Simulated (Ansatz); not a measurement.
**Hg: frozen-core PAW against all-electron methods**

```yaml
crystal:
  lattice:
    - [4.54000, 0.00000, 0.00000]
    - [-2.27000, 3.93176, 0.00000]
    - [0.00000, 0.00000, 3.87000]
  atoms:
    - { symbol: Hg, position: [0.33333, 0.66667, 0.50000] }
    - { symbol: Hg, position: [0.00000, 0.00000, 0.00000] }
    - { symbol: Hg, position: [0.66667, 0.33333, 0.50000] }
```

Atoms are numbered in the order listed.

The cell comes from COD entry 1538509, which wasn't checked; take it as a given geometry.

No spin–orbit coupling, which matters for the heavy atoms here.

All numbers are computed: DFT, PBEsol, PAW with Ansatz's default frozen-core files, scalar-relativistic (Ansatz 0.2.0); DFT, PBEsol, all-electron PAW with datasets made for the crystal, scalar-relativistic (Ansatz 0.2.0); DFT, PBEsol, all-electron LAPW, scalar-relativistic (Ansatz 0.2.0).

For PAW: a Γ-centred 8×8×9 k mesh, Fermi–Dirac smearing of 0.05 eV, cutoff 420 eV, no spin polarisation; the PAW files were made with PBE, and the program remakes their frozen cores for this functional. The crystal-made all-electron datasets (AE datasets) take a cutoff of 300 eV at this cell. LAPW targets a basis error of 0.5 meV/atom. The Ansatz runs share mesh, smearing and spin set-up. Plane-wave (PAW) pressures include the program's estimate of the Pulay term.

Stress and pressure are positive in compression.

Spin–orbit coupling is left out, which moves gradients at and beside heavy atoms by some per cent and at worst by a factor of two.

In a metal, gradients converge slowly with the k mesh: the values move by tens of per cent from one mesh to another, at times in sign, so only the comparison on one mesh counts.

Levels count from the Fermi level.

```tsv
quantity	PAW	AE datasets	LAPW
pressure (GPa)	7.78	7.78	7.78
stress xx (GPa)	11.92	11.93	11.93
stress zz (GPa)	-0.50	-0.51	-0.51
highest filled level at M (eV)	-0.702	-0.702	-0.702
lowest empty level at M (eV)	0.323	0.323	0.323
highest filled level at A (eV)	-5.210	-5.210	-5.210
lowest empty level at A (eV)	4.190	4.191	4.191
highest filled level at Γ (eV)	-5.923	-5.924	-5.924
lowest empty level at Γ (eV)	0.396	0.396	0.396
largest principal field gradient Vzz at Hg1 (10²¹ V/m²)	25.90	25.59	–
largest principal field gradient Vzz at Hg2 (10²¹ V/m²)	3.30	3.29	–
```

PAW's pressure differs from the LAPW value by about 0.01 GPa or less. Datasets made for the crystal and LAPW share parts of one code, so their agreement isn't an independent check.
